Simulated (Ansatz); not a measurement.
## Kick test of a cell of MgBeS3

The structure comes from a proposed guess, relaxed at this level; another structure or a mixture of phases may lie lower.

Method: DFT PBE, scalar-relativistic, plane waves, PAW (Ansatz 0.2.0). Plane waves to 420 eV, a k mesh through Γ of 12×12×4 on the computed 5-atom cell and Gaussian smearing (0.02 eV); no spin polarisation.

The cell below (5 atoms, space group P3m1 (No. 156)) is relaxed within its symmetry.

```xyz
5
Lattice="3.7459 0.0000 0.0000 -1.8730 3.2441 0.0000 0.0000 0.0000 7.4588" Properties=species:S:1:pos:R:3 pbc="T T T"
Mg    1.8730    1.0814    1.5586
Be    0.0000    2.1627    4.8109
S     0.0000    2.1627    2.8282
S     0.0000    0.0000    0.1500
S     0.0000    0.0000    5.4953
```

For the test a repeat of it with 10 atoms (edges 3.75, 6.49, 7.46 Å) was strained at random (σ = 1.5 % a component), the atoms were moved at random (σ = 0.10 Å), and all was relaxed again on a coarse 4×2×2 mesh (in the run’s order of axes) with 0.10 eV smearing, with no symmetry imposed.

**Question.** Does it come back?

**Answer.** It returns, within 1 meV/atom of the unmoved cell on that mesh and with the same symmetry when read at 0.1 Å (P1 at 0.01 Å, so small strains and shifts remain). No instability shows in this cell; modes of other wave vectors, which need another repeat, aren't tested.
